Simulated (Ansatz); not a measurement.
Input for Ansatz (plane-wave DFT, PAW):

```yaml
crystal:
  lattice:
    - [12.9, 0.0, 0.0]
    - [0.0, 9.3, 0.0]
    - [0.0, 0.0, 7.496248152]
  atoms:
    - { symbol: Sr, position: [0.3474600667, 0.5, 0.0], spin: 0.5 }
    - { symbol: Sr, position: [0.3474600667, 0.5, 0.5], spin: 0.5 }
    - { symbol: Sr, position: [0.6525399333, 0.5, 0.0], spin: 0.5 }
    - { symbol: Sr, position: [0.6525399333, 0.5, 0.5], spin: 0.5 }
basis:
  ecutwfc: 500
kpoints:
  mp_grid: { grid: [1, 1, 9] }
hamiltonian:
  xc: r2scan
scf:
  occupations: { method: gaussian, width: 0.05 }
output:
  forces: true
  stress: true
  eigenvalues: true
  populations: true
  write_density: true
  write_potential: true
  elf: true
  volumetric_format: npy
magnetization:
  spin_polarized: true
relax:
  adjacent_minimum: "off"
  f_tol: 0.01
  max_steps: 45
  cell: { fix: [a, b, alpha, beta, gamma], stress_tol: 0.03 }
```

Run as
```bash
ansatz run input.yaml --threads 2 --pin off --max-ram 5120MiB --backend cpu --events-out ev --progress --plain --runs-dir out
```

Level of theory: Ansatz 0.2.0, DFT r2SCAN, scalar-relativistic, plane waves, PAW.

From the run's log, abridged (iterations and final results):

```
SCF iter   1: F=—  HF=-14215.179427 eV  |F-HF|=—  |Δ(HF+E_count)|=         —  Δρ=6.34e-3 (↑6.10e-3 ↓6.34e-3) dr2=3.09e0  dr2_τ=1.74e-2  dr2_m=2.13e-1  M=1.369 μB ∫|m|=1.369 μB  β_m=0.30  ethr=3.10e-3  ⟨swp⟩=15.1  Hψ=2079  notcnv=0
spin=Collinear: LDOS preconditioning applied to the charge; magnetization (m = ρ↑ − ρ↓) channel mixes plain (no charge-response kernel on spin).
SCF iter   2: F=—  HF=-14214.985853 eV  |F-HF|=—  |Δ(HF+E_count)|=   1.94e-1  Δρ=4.69e-3 (↑4.44e-3 ↓4.69e-3) dr2=1.94e0  dr2_τ=2.05e-3  dr2_m=1.08e-1  M=1.548 μB ∫|m|=1.548 μB  β_m=0.30  ethr=3.10e-3  ⟨swp⟩=2.5  Hψ=406  notcnv=0  defer=2  κ⁻¹=1.0e0(r=1)
spin=Collinear: Resta preconditioning applied to the charge; magnetization (m = ρ↑ − ρ↓) channel mixes plain (no charge-response kernel on spin).
SCF iter   3: F=—  HF=-14214.539055 eV  |F-HF|=—  |Δ(HF+E_count)|=   4.47e-1  Δρ=3.14e-3 (↑2.88e-3 ↓3.14e-3) dr2=1.12e-1  dr2_τ=2.04e-3  dr2_m=6.09e-2  M=1.175 μB ∫|m|=1.179 μB  β_m=0.30  ethr=3.10e-3  ⟨swp⟩=4.5  Hψ=470  notcnv=0  defer=2  κ⁻¹=1.2e-2(r=2)
SCF iter   4: F=—  HF=-14214.727250 eV  |F-HF|=—  |Δ(HF+E_count)|=   1.88e-1  Δρ=2.28e-3 (↑2.17e-3 ↓2.28e-3) dr2=6.35e-2  dr2_τ=6.39e-4  dr2_m=3.18e-2  M=1.272 μB ∫|m|=1.282 μB  β_m=0.30  ethr=2.80e-4  ⟨swp⟩=3.7  Hψ=466  notcnv=0  defer=8  κ⁻¹=3.8e-3(r=3)
SCF iter   5: F=—  HF=-14214.986476 eV  |F-HF|=—  |Δ(HF+E_count)|=   2.59e-1  Δρ=1.60e-3 (↑1.60e-3 ↓1.43e-3) dr2=1.60e-2  dr2_τ=2.56e-4  dr2_m=1.65e-2  M=1.431 μB ∫|m|=1.445 μB  β_m=0.30  ethr=1.59e-4  ⟨swp⟩=6.1  Hψ=633  notcnv=0  defer=8  κ⁻¹=3.4e-4(r=4)
SCF iter   6: F=—  HF=-14215.030769 eV  |F-HF|=—  |Δ(HF+E_count)|=   4.43e-2  Δρ=1.16e-3 (↑1.16e-3 ↓1.01e-3) dr2=8.36e-3  dr2_τ=9.43e-5  dr2_m=8.72e-3  M=1.512 μB ∫|m|=1.536 μB  β_m=0.30  ethr=4.00e-5  ⟨swp⟩=3.2  Hψ=359  notcnv=0  defer=8  κ⁻¹=2.6e-4(r=5)
SCF iter   7: F=—  HF=-14215.063331 eV  |F-HF|=—  |Δ(HF+E_count)|=   3.26e-2  Δρ=7.91e-4 (↑7.91e-4 ↓7.62e-4) dr2=2.47e-3  dr2_τ=4.92e-5  dr2_m=4.84e-3  M=1.543 μB ∫|m|=1.582 μB  β_m=0.30  ethr=2.09e-5  ⟨swp⟩=3.7  Hψ=571  notcnv=0  defer=8  κ⁻¹=7.5e-5(r=6)
SCF iter   8: F=—  HF=-14215.075876 eV  |F-HF|=—  |Δ(HF+E_count)|=   1.25e-2  Δρ=5.97e-4 (↑5.97e-4 ↓5.85e-4) dr2=8.21e-4  dr2_τ=2.89e-5  dr2_m=2.82e-3  M=1.554 μB ∫|m|=1.612 μB  β_m=1.20  ethr=6.17e-6  ⟨swp⟩=3.5  Hψ=508  notcnv=0  defer=8
Mixer restart at iter 8: flushing history
spin-set hold released at iteration 8 (site moments contracting): the magnetisation degrees of freedom join the quasi-Newton model from the next iteration; the mixer history was flushed
SCF iter   9: F=—  HF=-14215.105652 eV  |F-HF|=—  |Δ(HF+E_count)|=   2.98e-2  Δρ=3.28e-4 (↑3.28e-4 ↓2.48e-4) dr2=2.29e-3  dr2_τ=2.60e-5  dr2_m=5.34e-4  M=1.556 μB ∫|m|=1.723 μB  β_m=1.20  ethr=2.05e-6  ⟨swp⟩=4.3  Hψ=657  notcnv=0  defer=8  κ⁻¹=1.0e0(r=1)
SCF iter  10: F=—  HF=-14215.115081 eV  |F-HF|=—  |Δ(HF+E_count)|=   9.43e-3  Δρ=3.53e-4 (↑3.53e-4 ↓2.23e-4) dr2=4.19e-3  dr2_τ=1.39e-5  dr2_m=4.59e-4  M=1.556 μB ∫|m|=1.794 μB  β_m=1.20  ethr=2.05e-6  ⟨swp⟩=3.8  Hψ=576  notcnv=0  defer=8  κ⁻¹=1.0e0(r=1)
SCF iter  11: F=—  HF=-14215.134052 eV  |F-HF|=—  |Δ(HF+E_count)|=   1.90e-2  Δρ=4.58e-4 (↑4.58e-4 ↓2.88e-4) dr2=1.47e-2  dr2_τ=1.36e-4  dr2_m=4.17e-4  M=1.556 μB ∫|m|=2.149 μB  β_m=1.20  ethr=2.05e-6  ⟨swp⟩=6.2  Hψ=866  notcnv=0  defer=8
Mixer restart at iter 11: flushing history
SCF iter  12: F=—  HF=-14215.141886 eV  |F-HF|=—  |Δ(HF+E_count)|=   7.83e-3  Δρ=4.12e-4 (↑4.12e-4 ↓2.52e-4) dr2=1.53e-2  dr2_τ=1.26e-5  dr2_m=2.30e-4  M=1.556 μB ∫|m|=2.229 μB  β_m=1.20  ethr=2.05e-6  ⟨swp⟩=4.7  Hψ=701  notcnv=0  defer=10  κ⁻¹=1.0e0(r=1)
SCF iter  13: F=—  HF=-14215.143825 eV  |F-HF|=—  |Δ(HF+E_count)|=   1.94e-3  Δρ=4.28e-4 (↑4.28e-4 ↓2.45e-4) dr2=1.65e-2  dr2_τ=1.20e-5  dr2_m=2.40e-4  M=1.556 μB ∫|m|=2.262 μB  β_m=1.20  ethr=2.05e-6  ⟨swp⟩=3.7  Hψ=488  notcnv=0  defer=9  κ⁻¹=1.0e0(r=1)
SCF iter  14: F=—  HF=-14215.151481 eV  |F-HF|=—  |Δ(HF+E_count)|=   7.66e-3  Δρ=6.99e-4 (↑6.99e-4 ↓3.13e-4) dr2=3.55e-2  dr2_τ=9.03e-5  dr2_m=7.99e-4  M=1.556 μB ∫|m|=2.435 μB  β_m=1.20  ethr=2.05e-6  ⟨swp⟩=4.7  Hψ=681  notcnv=0  defer=9
Mixer restart at iter 14: flushing history
SCF iter  15: F=—  HF=-14215.167506 eV  |F-HF|=—  |Δ(HF+E_count)|=   1.60e-2  Δρ=7.57e-4 (↑7.57e-4 ↓3.19e-4) dr2=5.52e-2  dr2_τ=2.65e-5  dr2_m=5.61e-4  M=1.556 μB ∫|m|=2.493 μB  β_m=1.20  ethr=2.05e-6  ⟨swp⟩=4.2  Hψ=655  notcnv=0  defer=10
SCF iter  16: F=—  HF=-14215.144309 eV  |F-HF|=—  |Δ(HF+E_count)|=   2.32e-2  Δρ=1.05e-3 (↑1.05e-3 ↓9.30e-4) dr2=7.28e-2  dr2_τ=1.10e-3  dr2_m=4.82e-3  M=1.556 μB ∫|m|=2.574 μB  β_m=1.20  ethr=2.05e-6  ⟨swp⟩=5.8  Hψ=957  notcnv=0  defer=10
Mixer restart at iter 16: flushing history
SCF iter  17: F=—  HF=-14215.191921 eV  |F-HF|=—  |Δ(HF+E_count)|=   4.76e-2  Δρ=7.31e-4 (↑7.31e-4 ↓4.51e-4) dr2=7.38e-2  dr2_τ=3.96e-5  dr2_m=3.53e-4  M=1.556 μB ∫|m|=2.594 μB  β_m=1.20  ethr=2.05e-6  ⟨swp⟩=6.1  Hψ=862  notcnv=0  defer=10  κ⁻¹=1.0e0(r=1)
SCF iter  18: F=—  HF=-14215.189697 eV  |F-HF|=—  |Δ(HF+E_count)|=   2.22e-3  Δρ=5.48e-4 (↑5.48e-4 ↓4.23e-4) dr2=5.39e-2  dr2_τ=2.12e-5  dr2_m=7.30e-5  M=1.556 μB ∫|m|=2.605 μB  β_m=1.20  ethr=2.05e-6  ⟨swp⟩=3.4  Hψ=598  notcnv=0  defer=12  κ⁻¹=1.4e-1(r=2)
SCF iter  19: F=—  HF=-14215.176748 eV  |F-HF|=—  |Δ(HF+E_count)|=   1.29e-2  Δρ=2.17e-4 (↑2.17e-4 ↓2.14e-4) dr2=3.50e-3  dr2_τ=8.03e-6  dr2_m=1.96e-4  M=1.556 μB ∫|m|=2.606 μB  β_m=1.20  ethr=2.05e-6  ⟨swp⟩=6.0  Hψ=860  notcnv=0  defer=12  κ⁻¹=2.3e-3(r=3)
SCF iter  20: F=—  HF=-14215.189611 eV  |F-HF|=—  |Δ(HF+E_count)|=   1.29e-2  Δρ=1.20e-4 (↑1.20e-4 ↓1.13e-4) dr2=1.87e-3  dr2_τ=2.49e-6  dr2_m=2.01e-5  M=1.556 μB ∫|m|=2.515 μB  β_m=1.20  ethr=2.05e-6  ⟨swp⟩=4.3  Hψ=641  notcnv=0  defer=12  κ⁻¹=1.3e-3(r=4)
SCF iter  21: F=—  HF=-14215.191293 eV  |F-HF|=—  |Δ(HF+E_count)|=   1.68e-3  Δρ=1.02e-4 (↑7.34e-5 ↓1.02e-4) dr2=9.15e-4  dr2_τ=7.18e-7  dr2_m=1.61e-5  M=1.556 μB ∫|m|=2.472 μB  β_m=1.20  ethr=2.05e-6  ⟨swp⟩=3.7  Hψ=550  notcnv=0  defer=11  κ⁻¹=1.3e-3(r=5)
SCF iter  22: F=—  HF=-14215.192620 eV  |F-HF|=—  |Δ(HF+E_count)|=   1.33e-3  Δρ=7.44e-5 (↑4.44e-5 ↓7.44e-5) dr2=2.62e-4  dr2_τ=6.89e-7  dr2_m=1.51e-5  M=1.556 μB ∫|m|=2.461 μB  β_m=1.20  ethr=2.05e-6  ⟨swp⟩=3.9  Hψ=516  notcnv=0  defer=11  κ⁻¹=9.0e-4(r=6)
SCF iter  23: F=—  HF=-14215.193611 eV  |F-HF|=—  |Δ(HF+E_count)|=   9.91e-4  Δρ=3.65e-5 (↑3.65e-5 ↓2.99e-5) dr2=1.01e-4  dr2_τ=2.20e-7  dr2_m=8.06e-7  M=1.556 μB ∫|m|=2.479 μB  β_m=1.20  ethr=6.55e-7  ⟨swp⟩=3.5  Hψ=537  notcnv=0  defer=11  κ⁻¹=2.8e-4(r=7)
SCF iter  24: F=—  HF=-14215.193751 eV  |F-HF|=—  |Δ(HF+E_count)|=   1.40e-4  Δρ=2.48e-5 (↑2.48e-5 ↓2.04e-5) dr2=5.19e-5  dr2_τ=6.82e-8  dr2_m=8.32e-7  M=1.556 μB ∫|m|=2.484 μB  β_m=1.20  ethr=2.53e-7  ⟨swp⟩=3.7  Hψ=430  notcnv=0  defer=11  κ⁻¹=1.2e-4(r=8)
SCF iter  25: F=—  HF=-14215.194083 eV  |F-HF|=—  |Δ(HF+E_count)|=   3.31e-4  Δρ=1.22e-5 (↑9.78e-6 ↓1.22e-5) dr2=6.89e-6  dr2_τ=4.35e-8  dr2_m=3.69e-7  M=1.556 μB ∫|m|=2.481 μB  β_m=1.20  ethr=1.30e-7  ⟨swp⟩=4.0  Hψ=531  notcnv=0  defer=11  κ⁻¹=2.5e-5(r=8)
SCF iter  26: F=—  HF=-14215.194070 eV  |F-HF|=—  |Δ(HF+E_count)|=   1.23e-5  Δρ=8.44e-6 (↑8.44e-6 ↓7.82e-6) dr2=5.39e-6  dr2_τ=1.74e-8  dr2_m=7.36e-8  M=1.556 μB ∫|m|=2.480 μB  β_m=1.20  ethr=1.72e-8  ⟨swp⟩=4.2  Hψ=482  notcnv=0  defer=11  κ⁻¹=9.0e-6(r=8)
   ...
SCF iter   4: F=—  HF=-14215.625347 eV  |F-HF|=—  |Δ(HF+E_count)|=   1.61e-6  Δρ=4.63e-6 (↑4.63e-6 ↓4.02e-6) dr2=2.41e-6  dr2_τ=1.15e-8  dr2_m=7.90e-8  M=1.111 μB ∫|m|=2.529 μB  β_m=1.20  ethr=1.00e-7  ⟨swp⟩=2.1  Hψ=302  notcnv=0  κ⁻¹=5.9e-4(r=3)
SCF iter   5: F=—  HF=-14215.625451 eV  |F-HF|=—  |Δ(HF+E_count)|=   1.04e-4  Δρ=3.93e-6 (↑3.93e-6 ↓2.69e-6) dr2=2.43e-6  dr2_τ=2.47e-9  dr2_m=1.71e-8  M=1.111 μB ∫|m|=2.529 μB  β_m=1.20  ethr=6.04e-9  ⟨swp⟩=3.1  Hψ=409  notcnv=0  κ⁻¹=1.4e-4(r=4)
SCF iter   6: F=—  HF=-14215.625452 eV  |F-HF|=—  |Δ(HF+E_count)|=   3.02e-7  Δρ=2.77e-6 (↑2.77e-6 ↓2.34e-6) dr2=1.57e-6  dr2_τ=1.11e-9  dr2_m=3.18e-9  M=1.111 μB ∫|m|=2.529 μB  β_m=1.20  ethr=6.04e-9  ⟨swp⟩=2.0  Hψ=299  notcnv=0  κ⁻¹=1.0e-4(r=5)
SCF iter   7: F=—  HF=-14215.625452 eV  |F-HF|=—  |Δ(HF+E_count)|=   3.33e-7  Δρ=1.32e-6 (↑1.32e-6 ↓1.10e-6) dr2=3.34e-7  dr2_τ=6.82e-10  dr2_m=1.97e-9  M=1.111 μB ∫|m|=2.529 μB  β_m=1.20  ethr=3.92e-9  ⟨swp⟩=3.3  Hψ=464  notcnv=0  κ⁻¹=1.5e-5(r=6)
SCF iter   8: F=—  HF=-14215.625452 eV  |F-HF|=—  |Δ(HF+E_count)|=   4.32e-7  Δρ=1.16e-6 (↑8.96e-7 ↓1.16e-6) dr2=1.37e-7  dr2_τ=4.87e-10  dr2_m=1.55e-9  M=1.111 μB ∫|m|=2.529 μB  β_m=1.20  ethr=8.34e-10  ⟨swp⟩=3.4  Hψ=424  notcnv=0  κ⁻¹=6.7e-6(r=7)
SCF iter   9: F=—  HF=-14215.625453 eV  |F-HF|=—  |Δ(HF+E_count)|=   7.13e-7  Δρ=6.09e-7 (↑5.69e-7 ↓6.09e-7) dr2=4.88e-8  dr2_τ=9.22e-11  dr2_m=3.91e-10  M=1.111 μB ∫|m|=2.529 μB  β_m=1.20  ethr=3.43e-10  ⟨swp⟩=3.5  Hψ=390  notcnv=0  κ⁻¹=5.3e-6(r=8)
SCF iter  10: F=—  HF=-14215.625453 eV  |F-HF|=—  |Δ(HF+E_count)|=   3.70e-8  Δρ=5.13e-7 (↑5.13e-7 ↓3.66e-7) dr2=2.21e-8  dr2_τ=5.15e-11  dr2_m=6.43e-10  M=1.111 μB ∫|m|=2.528 μB  β_m=1.20  ethr=1.22e-10  ⟨swp⟩=4.0  Hψ=399  notcnv=0  κ⁻¹=6.2e-5(r=8)
SCF iter  11: F=—  HF=-14215.625453 eV  |F-HF|=—  |Δ(HF+E_count)|=   4.52e-8  Δρ=2.63e-7 (↑2.49e-7 ↓2.63e-7) dr2=7.30e-9  dr2_τ=9.08e-12  dr2_m=2.14e-10  M=1.111 μB ∫|m|=2.528 μB  β_m=1.20  ethr=5.53e-11  ⟨swp⟩=4.6  Hψ=488  notcnv=0  κ⁻¹=4.0e-5(r=8)
SCF iter  12: F=—  HF=-14215.625453 eV  |F-HF|=—  |Δ(HF+E_count)|=   5.41e-7  Δρ=1.74e-7 (↑1.74e-7 ↓1.58e-7) dr2=1.96e-9  dr2_τ=5.54e-12  dr2_m=8.55e-11  M=1.111 μB ∫|m|=2.528 μB  β_m=1.20  ethr=1.82e-11  ⟨swp⟩=4.1  Hψ=482  notcnv=0  κ⁻¹=1.4e-3(r=8)
SCF iter  13: F=—  HF=-14215.625452 eV  |F-HF|=—  |Δ(HF+E_count)|=   2.92e-7  Δρ=1.14e-7 (↑1.14e-7 ↓9.17e-8) dr2=4.75e-10  dr2_τ=3.48e-12  dr2_m=1.49e-11  M=1.111 μB ∫|m|=2.528 μB  β_m=1.20  ethr=4.91e-12  ⟨swp⟩=4.6  Hψ=515  notcnv=0  κ⁻¹=1.9e-4(r=8)
SCF iter  14: F=—  HF=-14215.625452 eV  |F-HF|=—  |Δ(HF+E_count)|=   1.70e-9  Δρ=5.61e-8 (↑5.61e-8 ↓3.63e-8) dr2=1.26e-10  dr2_τ=4.33e-13  dr2_m=5.28e-12  M=1.111 μB ∫|m|=2.528 μB  β_m=1.20  ethr=1.19e-12  ⟨swp⟩=3.9  Hψ=487  notcnv=0  κ⁻¹=8.2e-5(r=8)
SCF iter  15: F=—  HF=-14215.625452 eV  |F-HF|=—  |Δ(HF+E_count)|=   1.46e-9  Δρ=3.24e-8 (↑3.24e-8 ↓2.74e-8) dr2=7.09e-11  dr2_τ=1.15e-13  dr2_m=1.71e-12  M=1.111 μB ∫|m|=2.528 μB  β_m=1.20  ethr=1.00e-12  ⟨swp⟩=3.0  Hψ=336  notcnv=0  κ⁻¹=3.4e-5(r=8)
SCF iter  16: F=—  HF=-14215.625452 eV  |F-HF|=—  |Δ(HF+E_count)|=   1.32e-9  Δρ=1.42e-8 (↑1.37e-8 ↓1.42e-8) dr2=1.78e-11  dr2_τ=3.60e-14  dr2_m=4.63e-13  M=1.111 μB ∫|m|=2.528 μB  β_m=1.20  ethr=1.00e-12  ⟨swp⟩=3.7  Hψ=385  notcnv=0  κ⁻¹=2.7e-5(r=8)
SCF iter  17: F=-14215.625452 eV  HF=-14215.625452 eV  |F-HF|=2.76e-9  |Δ(HF+E_count)|=  3.64e-10  Δρ=1.18e-8 (↑1.18e-8 ↓1.17e-8) dr2=8.40e-12  dr2_τ=2.38e-14  dr2_m=5.61e-13  M=1.111 μB ∫|m|=2.528 μB  ethr=1.00e-12  ⟨swp⟩=10.5  Hψ=1401  notcnv=0
the search or the solves at the SCF's close seem to have found levels that the self-consistency loop had missed (the run counts 1). By its estimate they hold under 1e-12 electrons; where the run keeps them, the occupations were computed again with them
SCF 6 converged in 17 iterations: F = -14215.625452 eV  dr2 = 8.40e-12
relax step   6: F+E_penalty+E_count = -14215.62545222 eV  Δ(F+E_penalty+E_count) = -2.018e-4 eV  max|allowed force component| = 8.498e-4 eV/Å  Δτ_max = 0.0041 Å  P = -0.058 GPa  Ω = 998.374 Å³  energy of the carried Pulay correction = -1.053e-3 eV  fix = [a, b, alpha, beta, gamma]  reactions: a -0.008, b -0.169 GPa (17 SCF iters, accepted)
Basis set: ecut = 500 eV, 25253 PW (Γ), exchange–correlation on 384×288×256 points (64 copies of the dense FFT grid, shifted against one another)
Initial wavefunctions: pseudopotential atomic-orbital guess (no wavefunctions were taken with the density)
SCF iter   1: F=—  HF=-14215.626650 eV  |F-HF|=—  |Δ(HF+E_count)|=         —  Δρ=3.01e-5 (↑3.01e-5 ↓2.64e-5) dr2=3.71e-6  dr2_τ=5.80e-6  dr2_m=2.78e-7  M=1.111 μB ∫|m|=2.528 μB  β_m=1.20  ethr=2.12e-6  ⟨swp⟩=5.6  Hψ=3061  notcnv=0
spin=Collinear: Resta preconditioning applied to the charge; magnetization (m = ρ↑ − ρ↓) channel mixes plain (no charge-response kernel on spin).
SCF iter   2: F=—  HF=-14215.626899 eV  |F-HF|=—  |Δ(HF+E_count)|=   2.48e-4  Δρ=2.03e-5 (↑1.97e-5 ↓2.03e-5) dr2=2.07e-6  dr2_τ=6.37e-7  dr2_m=8.85e-9  M=1.111 μB ∫|m|=2.528 μB  β_m=1.20  ethr=9.27e-9  ⟨swp⟩=3.5  Hψ=499  notcnv=0  κ⁻¹=1.0e0(r=1)
SCF iter   3: F=—  HF=-14215.626918 eV  |F-HF|=—  |Δ(HF+E_count)|=   1.89e-5  Δρ=1.32e-5 (↑1.32e-5 ↓1.30e-5) dr2=9.23e-7  dr2_τ=2.68e-7  dr2_m=1.10e-9  M=1.111 μB ∫|m|=2.529 μB  β_m=1.20  ethr=5.18e-9  ⟨swp⟩=2.2  Hψ=357  notcnv=0  κ⁻¹=5.4e-2(r=2)
SCF iter   4: F=—  HF=-14215.626928 eV  |F-HF|=—  |Δ(HF+E_count)|=   1.04e-5  Δρ=1.38e-6 (↑1.32e-6 ↓1.38e-6) dr2=4.54e-8  dr2_τ=1.41e-9  dr2_m=1.19e-9  M=1.111 μB ∫|m|=2.529 μB  β_m=1.20  ethr=2.31e-9  ⟨swp⟩=2.4  Hψ=457  notcnv=0  κ⁻¹=3.0e-3(r=3)
SCF iter   5: F=—  HF=-14215.626928 eV  |F-HF|=—  |Δ(HF+E_count)|=   4.67e-8  Δρ=6.23e-7 (↑6.23e-7 ↓6.11e-7) dr2=1.14e-8  dr2_τ=1.46e-10  dr2_m=1.84e-10  M=1.111 μB ∫|m|=2.529 μB  β_m=1.20  ethr=1.14e-10  ⟨swp⟩=3.3  Hψ=536  notcnv=0  κ⁻¹=2.2e-3(r=4)
SCF iter   6: F=—  HF=-14215.626928 eV  |F-HF|=—  |Δ(HF+E_count)|=   3.68e-8  Δρ=2.65e-7 (↑2.47e-7 ↓2.65e-7) dr2=3.84e-9  dr2_τ=3.80e-11  dr2_m=1.22e-11  M=1.111 μB ∫|m|=2.529 μB  β_m=1.20  ethr=2.86e-11  ⟨swp⟩=3.4  Hψ=508  notcnv=0  κ⁻¹=9.8e-5(r=5)
SCF iter   7: F=—  HF=-14215.626928 eV  |F-HF|=—  |Δ(HF+E_count)|=   4.50e-9  Δρ=8.42e-8 (↑8.42e-8 ↓6.99e-8) dr2=9.95e-10  dr2_τ=4.63e-12  dr2_m=1.19e-11  M=1.111 μB ∫|m|=2.529 μB  β_m=1.20  ethr=9.60e-12  ⟨swp⟩=3.3  Hψ=561  notcnv=0  κ⁻¹=3.6e-5(r=6)
SCF iter   8: F=—  HF=-14215.626928 eV  |F-HF|=—  |Δ(HF+E_count)|=   4.11e-9  Δρ=5.91e-8 (↑5.91e-8 ↓3.95e-8) dr2=4.78e-10  dr2_τ=6.95e-13  dr2_m=3.89e-12  M=1.111 μB ∫|m|=2.529 μB  β_m=1.20  ethr=2.49e-12  ⟨swp⟩=3.0  Hψ=358  notcnv=0  κ⁻¹=8.6e-6(r=7)
SCF iter   9: F=—  HF=-14215.626928 eV  |F-HF|=—  |Δ(HF+E_count)|=   1.05e-9  Δρ=3.02e-8 (↑3.01e-8 ↓3.02e-8) dr2=1.93e-10  dr2_τ=2.49e-13  dr2_m=2.57e-12  M=1.111 μB ∫|m|=2.529 μB  β_m=1.20  ethr=1.19e-12  ⟨swp⟩=3.6  Hψ=426  notcnv=0  κ⁻¹=5.2e-6(r=8)
SCF iter  10: F=—  HF=-14215.626928 eV  |F-HF|=—  |Δ(HF+E_count)|=   7.98e-9  Δρ=2.37e-8 (↑2.37e-8 ↓2.02e-8) dr2=4.72e-11  dr2_τ=1.00e-13  dr2_m=1.13e-12  M=1.111 μB ∫|m|=2.529 μB  β_m=1.20  ethr=1.00e-12  ⟨swp⟩=3.8  Hψ=373  notcnv=0  κ⁻¹=6.6e-6(r=8)
SCF iter  11: F=—  HF=-14215.626928 eV  |F-HF|=—  |Δ(HF+E_count)|=   6.71e-9  Δρ=1.87e-8 (↑1.87e-8 ↓1.59e-8) dr2=3.02e-11  dr2_τ=7.79e-14  dr2_m=6.43e-13  M=1.111 μB ∫|m|=2.529 μB  β_m=1.20  ethr=1.00e-12  ⟨swp⟩=13.2  Hψ=1466  notcnv=0  κ⁻¹=5.7e-6(r=8)
SCF iter  12: F=-14215.626928 eV  HF=-14215.626928 eV  |F-HF|=4.53e-9  |Δ(HF+E_count)|=   3.35e-9  Δρ=1.08e-8 (↑9.26e-9 ↓1.08e-8) dr2=1.05e-11  dr2_τ=2.93e-14  dr2_m=3.26e-13  M=1.111 μB ∫|m|=2.529 μB  ethr=1.00e-12  ⟨swp⟩=6.5  Hψ=1315  notcnv=0
SCF 7 converged in 12 iterations: F = -14215.626928 eV  dr2 = 1.05e-11
WARN: The input density's exchange-correlation potential varies sharply where the density is thin. Do not read a vacuum level from v_tot or v_xc, or from such a field of the output density. On a cell that repeats whose density bears no net charge and no dipole along the vacuum's axis use v_es (v_loc + v_h of the components); under efield.dipole_correction with no amplitude use v_es + v_field, which holds any external_charges[].barrier, or the levels of the report's work_function block, which leave it out; under a non-zero efield.amplitude the vacuum is tilted and has no level; on a cell that repeats and bears such a dipole with no correction it is tilted too, and efield.dipole_correction wit ...
SCF converged after 12 iterations
Stability not checked: this state was not tested for a lower state beside it, because the mixer in use, unlike msr1, does not test its closes by its own steps (another_mixer; see scf.mixing.algorithm and scf.lower_state_search)
Magnetization: 1.1112 μB (20.5556 up, 19.4444 down)
Absolute magnetization: 2.5318 μB (∫|ρ↑−ρ↓|, with the PAW one-centre terms)
Spin contamination: 0.5861 ħ² per cell (⟨S²⟩ above its minimum at these occupations)
Per-site moments (μB) at R_I (Å): [(0.07133924, 1.71638479), (0.07133924, 1.71638479), (0.07133924, 1.71638479), (0.07133924, 1.71638479)]
Free energy (F): -14215.626928 eV
Harris-Foulkes:  -14215.626928 eV  (|F-HF|=4.53e-9)
Internal energy: -14215.621409 eV  (E = F + TS)
E sigma→0 (E₀):  -14215.624169 eV
Entropy (-TS):   -0.005519 eV (-1.380 meV/atom)
Fermi energy:    -0.568641 eV
--- Per-component energies (eV) ---
  E_band       = -840.772367
  E_kinetic    = 957.207626
  E_local      = -5503.878651  (includes V_loc(G=0)·N_el)
  E_nonlocal   = 810.703509
  E_hartree    = 1856.159775
  E_xc         = -637.450341
  E_vxc        = -687.975381  (∫ρ·V_xc dr)
  E_paw        = -10863.060401  (= ΣΔE_a)
  E_vpaw       = -167.146308  (= ΣTr[D̂ρ^β])
  E_aug_tail   = -0.000002  (compensation charges beyond the density's cutoff)
  E_vtau       = 37.997348  (kinetic-family band-sum trace: ∫τ·v_τ [+ j·A + Jᵃ·Aᵃ] dr)
  E_ewald      = -834.718780
  E_core_change = -0.584146  (= ΣΔE_core)
  E_smearing   = -0.005519  (= −TS)
--- Forces (eV/Å), atoms counted from 1 ---
  atom   1  Sr    -0.00090835     0.00000000     0.00000000
  atom   2  Sr    -0.00090835     0.00000000     0.00000000
  atom   3  Sr     0.00090835     0.00000000     0.00000000
  atom   4  Sr     0.00090835     0.00000000     0.00000000
--- Stress (GPa, compression-positive) ---
       -0.007598       0.000000       0.000000
        0.000000      -0.168521       0.000000
        0.000000       0.000000       0.005422
  P = ⅓ Tr σ = -0.0569 GPa (-0.569 kbar)
--- Band table (eV; the first three rows and the last of 10) ---
  k-point 0 ↑: bands = ["-39.8563", "-39.8538", "-39.8502", "-39.8477", "-21.2863", "-21.2812", "-21.2746", "-21.2698", "-21.1886", "-21.1757", "-21.1352", "-21.1345", "-21.1300", "-21.1231", "-21.0151", "-21.0110", "-3.0502", "-2.1107", "-1.1902", "-0.8432", "-0.3246", "-0.3044", "-0.0993", "-0.0763", "0.1852", "0.1857"]
  k-point 1 ↑: bands = ["-39.8561", "-39.8537", "-39.8504", "-39.8479", "-21.2860", "-21.2809", "-21.2750", "-21.2701", "-21.1882", "-21.1761", "-21.1342", "-21.1316", "-21.1268", "-21.1231", "-21.0188", "-21.0147", "-3.0153", "-2.0722", "-1.3249", "-0.8286", "-0.3092", "-0.3016", "-0.2410", "-0.0097", "0.1737", "0.2107"]
  k-point 2 ↑: bands = ["-39.8556", "-39.8531", "-39.8509", "-39.8485", "-21.2850", "-21.2799", "-21.2760", "-21.2711", "-21.1871", "-21.1772", "-21.1332", "-21.1249", "-21.1213", "-21.1158", "-21.0293", "-21.0251", "-2.9120", "-1.9583", "-1.6133", "-0.7858", "-0.5587", "-0.3483", "-0.2645", "0.1370", "0.1987", "0.2774"]
  k-point 4 ↓: bands = ["-39.8334", "-39.8321", "-39.8319", "-39.8306", "-21.2684", "-21.2660", "-21.2652", "-21.2628", "-21.1222", "-21.1198", "-21.0883", "-21.0862", "-21.0837", "-21.0792", "-21.0590", "-21.0548", "-2.4193", "-2.1089", "-1.4575", "-1.1005", "-0.1224", "-0.1042", "0.0520", "0.0824", "0.5139", "0.5841"]
--- Relaxed structure (6 steps of the walk, 6 accepted, 1 SCFs on fresh bases) ---
  F+E_penalty+E_count = -14215.62692798 eV   max|allowed force component| = 9.083e-4 eV/Å   (the final SCF, on the basis selected at the relaxed cell)
  cell:  # Å, volume = 998.3742 Å³
    - [12.9, 4.31326774e-139, 0.0]
    - [3.10956511e-139, 9.3, 0.0]
    - [0.0, 0.0, 8.32186567]
  atoms:
    - { symbol: Sr, position: [0.33364863, 0.5, 0.0] }
    - { symbol: Sr, position: [0.33364863, 0.5, 0.5] }
    - { symbol: Sr, position: [0.66635136, 0.5, 0.0] }
    - { symbol: Sr, position: [0.66635136, 0.5, 0.5] }
--- Löwdin populations: 4 sites ---
  site symbol q [e]    m [muB]
     0     Sr      9.4944     0.1224
     1     Sr      9.4944     0.1224
     2     Sr      9.4944     0.1224
     3     Sr      9.4944     0.1224
  spilling = 0.050557 (of n_electrons = 40.000000)
```

The relaxation met its thresholds.

Time: 4.1 min on 2 threads of Intel(R) Xeon(R) 6975P-C (Granite Rapids), on a shared host, peak memory 3 GiB.

The state reached may not be the lowest one.